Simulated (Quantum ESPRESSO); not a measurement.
Simulation results for Sc3TaTi3In (simulated cell), Sc4TiAl2Ru (simulated cell)

All values are calculated (Quantum ESPRESSO 7.5). Calculation on a made-up metal alloy cell, not a measurement, run again with a planted mistake, found by running each candidate: no spin or spin-orbit, unrelaxed, 2900 K smearing, stress positive in tension, cell energy less the intended atoms' offsets; periodic Kohn-Sham density functional theory in plane waves with PseudoDojo standard norm-conserving scalar-relativistic pseudopotentials, each functional with its own files (v0.5 for PBE, v0.4.1 for LDA and PBEsol), eight atoms on drawn sites of a strained close-packed or body-centred lattice, each displaced and held fixed; the energy is the cell's free energy, ions and the entropy term -TS included, at the stated Fermi-Dirac width, less a fixed offset for each atom's element (shifted free energy); compositions with an open d shell lost a parallel starting moment in a cheaper test run, and other magnetic orders were not tried; an error bar is the largest change of its kind in a tighter rerun, never given below 0.002 eV, 0.02 GPa or 0.003 eV/angstrom, and covers cutoff and k-mesh only, not smearing or the files.

Common to all runs: lattice type hexagonal close-packed; intended functional pbe; cutoff 1143 eV; fermi dirac smearing 0.25 eV; intended electrons removed 0; candidate second exchanged site 7; candidate misplaced along z; structure shown the intended cell.

Notes on all entries: a spin test at this wide smearing found no moment, but such smearing suppresses magnetism that the real alloy may have; another functional or element uses other pseudopotential files, so its energy jump is mostly a change of zero; lattice, volume and sites are drawn at random and may be unstable or far from any real phase; energies are for the whole cell, less offsets fitted to these runs, so they are not formation energies.

```json
{"entry": 1, "formula": "Sc3TaTi3In", "kind": "simulated cell", "structure": {"cell_angstrom": [[3.0297, -0.0377, -0.009], [-0.0653, 5.2047, 0.0482], [-0.0295, 0.0912, 9.7055]], "atoms_fractional": [["Ta", 0.03811, -0.00254, -0.00577], ["Ti", -0.00494, 0.00803, 0.50886], ["Sc", -0.00309, 0.3346, 0.23691], ["Sc", -0.00541, 0.32329, 0.75281], ["In", 0.42798, 0.45748, -0.00442], ["Ti", 0.47641, 0.51216, 0.48941], ["Ti", 0.52499, 0.84391, 0.23582], ["Sc", 0.47467, 0.8191, 0.76663]]}, "settings": {"healthy_entropy_term_negative_ts [eV]": -2.185, "healthy_pressure [GPa]": 9.51, "healthy_stress_xx [GPa]": -7.59, "healthy_stress_yy [GPa]": -11.67, "healthy_stress_zz [GPa]": -9.25, "healthy_stress_yz [GPa]": 0.34, "healthy_stress_xz [GPa]": 0.37, "healthy_stress_xy [GPa]": -2.39, "faulty_entropy_term_negative_ts [eV]": -2.294, "faulty_pressure [GPa]": 4.01, "faulty_stress_xx [GPa]": -2.39, "faulty_stress_yy [GPa]": -6.02, "faulty_stress_zz [GPa]": -3.62, "faulty_stress_yz [GPa]": 0.26, "faulty_stress_xz [GPa]": 0.36, "faulty_stress_xy [GPa]": -2.0, "candidate_first_exchanged_site": 1, "candidate_length_scale_change [percent]": 1.73, "candidate_functional": "pbesol", "candidate_wrong_element_site": 7, "candidate_wrong_element": "Zn", "candidate_misplaced_site": 4, "candidate_misplaced_by [angstrom]": -0.06, "k_mesh": "8 x 5 x 3 shifted half a step off Gamma on each axis", "healthy_shifted_free_energy [eV]": 2.225, "faulty_shifted_free_energy [eV]": 1.889, "atom_site": [1, 2, 3, 4, 5, 6, 7, 8], "atom_energy_offset [eV]": [-1771.44, -1615.4, -1317.21, -1317.21, -1808.02, -1615.4, -1615.4, -1317.21], "healthy_force_site": [1, 2, 3, 4, 5, 6, 7, 8], "healthy_force_x [eV/angstrom]": [-0.886, -0.066, -0.444, -0.621, 1.548, 0.224, -0.163, 0.407], "healthy_force_y [eV/angstrom]": [-2.393, -0.238, 0.018, -0.055, 2.634, 0.125, -0.356, 0.264], "healthy_force_z [eV/angstrom]": [1.389, -0.912, 1.39, -1.238, 0.201, 0.115, 0.618, -1.562], "faulty_force_site": [1, 2, 3, 4, 5, 6, 7, 8], "faulty_force_x [eV/angstrom]": [-0.754, -0.058, -0.386, -0.565, 1.322, 0.21, -0.163, 0.393], "faulty_force_y [eV/angstrom]": [-2.05, -0.217, 0.014, -0.089, 2.252, 0.108, -0.31, 0.292], "faulty_force_z [eV/angstrom]": [1.312, -0.85, 1.175, -1.033, 0.153, 0.108, 0.462, -1.329], "candidate_mistake": ["atoms exchanged", "cell scaled", "wrong functional", "wrong element", "atom misplaced"]}, "results": {"fault_kind": "cell scaled (length scale change 1.73 percent)"}, "notes": ["heavy elements are run without spin-orbit coupling, which real alloys of them have", "error bars of the healthy run: energy 0.002 eV, stress 0.02 GPa, force 0.003 eV/Å, from a tighter rerun of this or a related cell", "largest difference from healthy 282 error bars", "largest difference from nearest other mistake 238 error bars"]}
{"entry": 2, "formula": "Sc3TaTi3In", "kind": "simulated cell", "structure": {"cell_angstrom": [[3.0297, -0.0377, -0.009], [-0.0653, 5.2047, 0.0482], [-0.0295, 0.0912, 9.7055]], "atoms_fractional": [["Ta", 0.03811, -0.00254, -0.00577], ["Ti", -0.00494, 0.00803, 0.50886], ["Sc", -0.00309, 0.3346, 0.23691], ["Sc", -0.00541, 0.32329, 0.75281], ["In", 0.42798, 0.45748, -0.00442], ["Ti", 0.47641, 0.51216, 0.48941], ["Ti", 0.52499, 0.84391, 0.23582], ["Sc", 0.47467, 0.8191, 0.76663]]}, "settings": {"healthy_entropy_term_negative_ts [eV]": -2.185, "healthy_pressure [GPa]": 9.51, "healthy_stress_xx [GPa]": -7.59, "healthy_stress_yy [GPa]": -11.67, "healthy_stress_zz [GPa]": -9.25, "healthy_stress_yz [GPa]": 0.34, "healthy_stress_xz [GPa]": 0.37, "healthy_stress_xy [GPa]": -2.39, "faulty_entropy_term_negative_ts [eV]": -2.192, "faulty_pressure [GPa]": 5.35, "faulty_stress_xx [GPa]": -3.49, "faulty_stress_yy [GPa]": -7.48, "faulty_stress_zz [GPa]": -5.08, "faulty_stress_yz [GPa]": 0.32, "faulty_stress_xz [GPa]": 0.36, "faulty_stress_xy [GPa]": -2.29, "candidate_first_exchanged_site": 1, "candidate_length_scale_change [percent]": 1.73, "candidate_functional": "pbesol", "candidate_wrong_element_site": 7, "candidate_wrong_element": "Zn", "candidate_misplaced_site": 4, "candidate_misplaced_by [angstrom]": -0.06, "k_mesh": "8 x 5 x 3 shifted half a step off Gamma on each axis", "healthy_shifted_free_energy [eV]": 2.225, "faulty_shifted_free_energy [eV]": 16.772, "atom_site": [1, 2, 3, 4, 5, 6, 7, 8], "atom_energy_offset [eV]": [-1771.44, -1615.4, -1317.21, -1317.21, -1808.02, -1615.4, -1615.4, -1317.21], "healthy_force_site": [1, 2, 3, 4, 5, 6, 7, 8], "healthy_force_x [eV/angstrom]": [-0.886, -0.066, -0.444, -0.621, 1.548, 0.224, -0.163, 0.407], "healthy_force_y [eV/angstrom]": [-2.393, -0.238, 0.018, -0.055, 2.634, 0.125, -0.356, 0.264], "healthy_force_z [eV/angstrom]": [1.389, -0.912, 1.39, -1.238, 0.201, 0.115, 0.618, -1.562], "faulty_force_site": [1, 2, 3, 4, 5, 6, 7, 8], "faulty_force_x [eV/angstrom]": [-0.83, -0.064, -0.43, -0.601, 1.481, 0.217, -0.163, 0.39], "faulty_force_y [eV/angstrom]": [-2.281, -0.231, 0.008, -0.073, 2.512, 0.126, -0.339, 0.278], "faulty_force_z [eV/angstrom]": [1.366, -0.894, 1.29, -1.138, 0.189, 0.104, 0.533, -1.45], "candidate_mistake": ["atoms exchanged", "cell scaled", "wrong functional", "wrong element", "atom misplaced"]}, "results": {"fault_kind": "wrong functional (functional pbesol)"}, "notes": ["heavy elements are run without spin-orbit coupling, which real alloys of them have", "error bars of the healthy run: energy 0.002 eV, stress 0.02 GPa, force 0.003 eV/Å, from a tighter rerun of this or a related cell", "largest difference from healthy 7273 error bars", "largest difference from nearest other mistake 7304 error bars"]}
{"entry": 3, "formula": "Sc4TiAl2Ru", "kind": "simulated cell", "structure": {"cell_angstrom": [[3.0303, -0.0143, 0.0547], [1.4356, -2.519, -4.9999], [1.3862, 7.6877, -5.082]], "atoms_fractional": [["Sc", -0.0076, -0.00271, -0.00475], ["Sc", -0.00088, 0.48466, 0.51334], ["Al", 0.23554, 0.45352, 0.04434], ["Ru", 0.23787, 0.95873, 0.53199], ["Sc", 0.52525, 0.25762, 0.74954], ["Sc", 0.53824, 0.75654, 0.24014], ["Ti", 0.75852, 0.20147, 0.27659], ["Al", 0.74539, 0.71756, 0.79745]]}, "settings": {"healthy_entropy_term_negative_ts [eV]": -1.998, "healthy_pressure [GPa]": -0.48, "healthy_stress_xx [GPa]": -2.33, "healthy_stress_yy [GPa]": -2.96, "healthy_stress_zz [GPa]": 6.74, "healthy_stress_yz [GPa]": -0.26, "healthy_stress_xz [GPa]": 1.23, "healthy_stress_xy [GPa]": 0.75, "faulty_entropy_term_negative_ts [eV]": -1.945, "faulty_pressure [GPa]": -0.33, "faulty_stress_xx [GPa]": -1.9, "faulty_stress_yy [GPa]": -2.6, "faulty_stress_zz [GPa]": 5.5, "faulty_stress_yz [GPa]": -0.12, "faulty_stress_xz [GPa]": 1.29, "faulty_stress_xy [GPa]": 0.6, "candidate_first_exchanged_site": 5, "candidate_length_scale_change [percent]": 0.53, "candidate_functional": "lda", "candidate_wrong_element_site": 2, "candidate_wrong_element": "Mg", "candidate_misplaced_site": 6, "candidate_misplaced_by [angstrom]": -0.23, "k_mesh": "8 x 4 x 3 shifted half a step off Gamma on each axis", "healthy_shifted_free_energy [eV]": 0.955, "faulty_shifted_free_energy [eV]": 0.908, "atom_site": [1, 2, 3, 4, 5, 6, 7, 8], "atom_energy_offset [eV]": [-1317.21, -1317.21, -63.26, -2750.51, -1317.21, -1317.21, -1615.4, -63.26], "healthy_force_site": [1, 2, 3, 4, 5, 6, 7, 8], "healthy_force_x [eV/angstrom]": [0.332, 0.2, 0.127, -0.047, -0.323, -0.365, 0.131, -0.055], "healthy_force_y [eV/angstrom]": [-0.43, -1.152, -0.26, -0.366, 0.211, 1.155, 1.409, -0.567], "healthy_force_z [eV/angstrom]": [-0.304, -0.13, 0.087, -0.12, 0.478, 0.122, -0.557, 0.423], "faulty_force_site": [1, 2, 3, 4, 5, 6, 7, 8], "faulty_force_x [eV/angstrom]": [0.298, 0.232, 0.17, -0.012, -0.301, -0.392, 0.114, -0.11], "faulty_force_y [eV/angstrom]": [-1.297, -0.258, -1.043, 0.058, 0.21, 1.297, 1.604, -0.571], "faulty_force_z [eV/angstrom]": [-0.116, -0.463, 0.259, -0.29, 0.333, 0.418, -0.767, 0.626], "candidate_mistake": ["atoms exchanged", "cell scaled", "wrong functional", "wrong element", "atom misplaced"]}, "results": {"fault_kind": "atoms exchanged (first exchanged site 5, second exchanged site 7)"}, "notes": ["error bars of the healthy run: energy 0.0072 eV, stress 0.045 GPa, force 0.018 eV/Å, from a tighter rerun of this or a related cell", "largest difference from healthy 51 error bars", "largest difference from nearest other mistake 52 error bars"]}
```
